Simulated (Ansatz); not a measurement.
LaN (CsCl type, Pm-3m) under volume change, the program Ansatz at the r²SCAN level (PAW), scaled uniformly.

```csv
V (Å³/atom),E − E(relaxed) (meV/atom),P (GPa)
14.440,63.5,15.46
14.916,26.7,9.48
15.392,6.3,4.37
15.868,0.0,0.00
16.344,5.7,-3.74
16.820,21.7,-6.94
17.297,46.5,-9.68
```

Problem. What does a third-order Birch–Murnaghan fit give for V₀, B₀ and B′?

Solution. V₀ = 15.87 Å³/atom, B₀ = 134 GPa, B′ = 4.2.

The start of the workflow was typed in or built on a structure type; neither database checked (COD, Materials Project) lists it. COD files the formula under space group No. 225, so this cell is another polymorph or a model. Whether it is the stable phase at ambient conditions was not checked. The r²SCAN relaxation kept the symmetry of its start. At this level the phase is mechanically unstable. Scalar-relativistic: spin–orbit coupling is off unless named, which matters more the heavier the elements.

Potentials: the later of the program's two PAW sets.
